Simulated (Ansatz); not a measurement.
TaAs in space group I4_1md (No. 109; Ta on 4a, As on 4a) under volume change, PBEsol (plane waves, PAW; program Ansatz), shape and atoms relaxed at each volume.

```
V (Å³/atom)  E − E(relaxed) (meV/atom)  P (GPa)
-----------  -------------------------  -------
15.491                            96.0    21.81
16.001                            40.3    13.36
16.512                             9.5     6.15
17.023                             0.0     0.00
17.533                             8.6    -5.24
18.044                            32.6    -9.71
18.555                            69.7   -13.51
```

Problem. What does a third-order Birch–Murnaghan fit give for V₀, B₀ and B′?

Solution. V₀ = 17.02 Å³/atom, B₀ = 189 GPa, B′ = 4.3.

Symmetry was held in the PBEsol relaxation; of distortions, only those at the zone centre were tested. The run is not spin-polarised. Scalar-relativistic: spin–orbit coupling is off unless named, which matters more the heavier the elements.

Potentials: the earlier of the program's two PAW sets.
